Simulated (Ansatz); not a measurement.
An Ansatz run on Ge in the diamond structure left the output below. The cell was relaxed with r2SCAN and then strained (isotropic +4.0 % on every length), with the atoms relaxed again with r2SCAN; k points keep the names of the unstrained zone.

The cell given to it:
```xyz
2
Lattice="0.0000 2.9503 2.9503 2.9503 0.0000 2.9503 2.9503 2.9503 0.0000" Properties=species:S:1:pos:R:3 pbc="T T T"
Ge    0.0000    0.0000    0.0000
Ge    1.4752    1.4752    1.4752
```

The log, with set-up remarks and timings taken out:
```
scf.n_extra_bands = 8 over 28 filled bands (N_el = 28.0): the run solves 36 bands
Functional definition: r2SCAN
Crystal: 2 atoms, lattice volume = 51.363 Å³
Basis set: ecut = 500 eV, 1291 PW (Γ)
Bands: 36, of which v1, the nominal top of the filled ones, is band 28 counted from 1 (27 counted from 0)
Symmetry: 48 space group operations + 48 with time reversal
Magnetic group: BNS 227.129 (UNI 1631)
k-points: 29 of 512
preconditioner: auto → none  [σ=0.020 eV  ℏωp=27.4 eV]
NSCF: frozen V_eff on 7 k-points
Free energy (F): -8600.217562 eV
Internal energy: -8600.217355 eV  (E = F + TS)
E sigma→0 (E₀):  -8600.217459 eV
Entropy (-TS):   -0.000208 eV (-0.104 meV/atom)
Fermi energy:    6.845928 eV
--- Per-component energies (eV) ---
  E_band       = -356.491563
  E_kinetic    = 218.871361
  E_local      = -5122.299507
  E_nonlocal   = 838.646746
  E_hartree    = 2241.900931
  E_xc         = -136.589203
  E_vxc        = -133.633043
  E_paw        = -4062.076190
  E_vpaw       = -649.494124
  E_vtau       = 7.617238
  E_ewald      = -2576.530321
  E_core_change = -2.141200
  E_smearing   = -0.000208
--- Forces (eV/Å), atoms counted from 1 ---
  atom   1  Ge      0.00000      0.00000      0.00000
  atom   2  Ge      0.00000      0.00000      0.00000
--- Stress (GPa, compression-positive) ---
       -6.245909       0.000000       0.000000
        0.000000      -6.245909       0.000000
        0.000000       0.000000      -6.245909
  P = ⅓ Tr σ = -6.2459 GPa (-62.459 kbar)
--- Band table (eV; the first three rows and the last of 29) ---
  k-point 0: bands = […, -5.5670, -5.5670, 6.0751, 6.0751, 6.6240, 6.6240, 6.8936, 6.8936, 6.8936, 6.8936, 9.3274, 9.3274, 9.5321, 9.5321, …]
  k-point 1: bands = […, -5.3900, -5.3900, 4.2484, 4.2484, 6.4165, 6.4165, 6.5942, 6.5942, 7.5533, 7.5533, 9.8002, 9.8002, 9.9415, 9.9415, …]
  k-point 2: bands = […, -4.8792, -4.8792, 2.0948, 2.0948, 5.9170, 5.9170, 6.0890, 6.0890, 7.3175, 7.3175, 10.4291, 10.4291, 10.5621, 10.5621, …]
  k-point 28: bands = […, -1.8959, -1.8959, -1.8764, -1.8764, 3.2884, 3.2884, 3.3589, 3.3589, 10.8981, 10.8981, 11.0327, 11.0327, 11.7564, 11.7564, …]
```

The file bands.tsv (bands near the Fermi energy, numbered from 0, rounded):
```tsv
# k_distance	band_18	band_19	band_20	band_21	band_22	band_23	band_24	band_25	band_26	band_27	band_28	band_29	band_30	band_31	band_32	band_33	band_34	band_35
# fermi_ev = 6.845928
# [0, 0, 0] at k_distance = 0.000000
# [0.5, 0, 0.5] at k_distance = 1.064821
# [0.625, 0.25, 0.625] at k_distance = 1.441292
# [0.375, 0.375, 0.75] at k_distance = 2.093359
# [0.5, 0.5, 0.5] at k_distance = 2.745426
# [0.5, 0.25, 0.75] at k_distance = 3.498368
# [0, 0, 0.5] at k_distance = 4.251310
# levels_relative_to = fermi_ev
0.000	-24.893	-24.893	-12.413	-12.413	-0.771	-0.771	-0.222	-0.222	0.048	0.048	0.048	0.048	2.481	2.481	2.686	2.686	2.686	2.686
1.065	-24.902	-24.902	-8.801	-8.801	-8.801	-8.801	-2.838	-2.838	-2.838	-2.838	1.060	1.060	1.060	1.060	9.009	9.009	9.009	9.009
1.441	-24.890	-24.890	-9.273	-9.273	-8.236	-8.236	-3.908	-3.908	-2.435	-2.435	1.393	1.393	4.091	4.091	6.896	6.896	7.158	7.158
2.093	-24.890	-24.890	-9.273	-9.273	-8.236	-8.236	-3.908	-3.908	-2.435	-2.435	1.393	1.393	4.091	4.091	6.896	6.896	7.158	7.158
2.745	-24.915	-24.915	-10.518	-10.518	-7.370	-7.370	-1.419	-1.419	-1.249	-1.249	0.027	0.027	3.825	3.825	3.924	3.924	7.477	7.477
3.498	-24.887	-24.887	-8.742	-8.742	-8.722	-8.722	-3.558	-3.558	-3.487	-3.487	4.052	4.052	4.187	4.187	4.910	4.910	4.915	4.915
4.251	-24.915	-24.915	-10.518	-10.518	-7.370	-7.370	-1.419	-1.419	-1.249	-1.249	0.027	0.027	3.825	3.825	3.924	3.924	7.477	7.477
```
In order the rows are Γ, X, U, K, L, W, L.

**Question.** Which of these blocks stood in the input: relax, gw, phonons, dielectric, magnetization (spin_orbit)?

**Answer.** magnetization (spin_orbit). A single point prints forces and stress when the output block asks for them.

**Question.** Which k mesh was typed?

**Answer.** 8×8×8, Γ-centred.

**Question.** How were the bands filled?

**Answer.** With smearing of width σ = 0.02 eV (Fermi-Dirac in this run).

r2SCAN+SOC gives no gap: the lowest nominally empty band dips 0.02 eV below the top of the last filled one (its bottom at L, the top at Γ), so the cell is a metal or semimetal at this level.

It took 8.2 s on 1 × NVIDIA H100 80GB HBM3 with 2 threads of AMD EPYC 7R13 Processor (Zen 3), on a shared host; peak host memory 1.2 GiB.

Calculated for a static, non-magnetic cell.
